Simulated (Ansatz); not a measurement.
CsPbCl3:
```yaml
crystal:
  lattice:
    - [5.61551, 0.00000, 0.00000]
    - [0.00000, 5.61551, 0.00000]
    - [0.00000, 0.00000, 5.61551]
  atoms:
    - { symbol: Cs, position: [0.00000, 0.00000, 0.00000] }
    - { symbol: Pb, position: [0.50000, 0.50000, 0.50000] }
    - { symbol: Cl, position: [0.00000, 0.50000, 0.50000] }
    - { symbol: Cl, position: [0.50000, 0.50000, 0.00000] }
    - { symbol: Cl, position: [0.50000, 0.00000, 0.50000] }
```

The program Ansatz at the PBEsol level (PAW) gives a gap of 1.83 eV without spin–orbit coupling, maximum at R, minimum at R.

Problem. What happens when spin–orbit coupling is switched on?

Solution. The gap drops by 1.23 eV, to 0.60 eV; maximum at R, minimum at R.

Problem. Give the electron effective mass with spin–orbit coupling.

Solution. 0.13 mₑ (isotropic).

Problem. Give the hole effective mass with spin–orbit coupling.

Solution. 0.12 mₑ (isotropic).

Space group Pm-3m (cubic perovskite). This is a known high-temperature phase of the composition, computed here at zero pressure and temperature. Symmetry was held in the PBEsol relaxation; whether a distortion lowers the energy is not shown.

Potentials: the later of the program's two PAW sets.
